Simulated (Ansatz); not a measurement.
TeO2 in space group P4_32_12 (No. 96; Te on 4a, O on 8b), plane-wave PAW LDA (Ansatz code), all energies at zero smearing, with the estimated change up to a 700 eV cutoff added, with one set of potentials and settings (totals compare only within such a set). Cell of 12 atoms (4 Te, 8 O): -31743.211 eV.

```csv
element,reference phase,E (eV/atom)
Te,"P3_121, 3 atoms in the cell",-6827.2001
O,"C2/m, 4 atoms in the cell, spin-polarised",-552.6518
```

Formation energy per atom, worked out: (-31743.211 − 4×(-6827.2001) − 8×(-552.6518))/12 = -1.100 eV/atom (-106 kJ per mol of atoms), at 0 K, without zero-point energy or fitted corrections.

The first step of the workflow began from a Materials Project structure, measured or hypothetical; the Crystallography Open Database copy checked does not list it. COD files the formula under space group No. 19, 61, 92, 136. Whether it is the stable phase at ambient conditions was not checked. Symmetry was held in the LDA relaxation; its stability against distortions is not shown here. The references are the lowest solids computed at this level, not always the standard phases (solids in place of the gases). Spin–orbit coupling is left out wherever it is not named.

Potentials: the later of the program's two PAW sets.
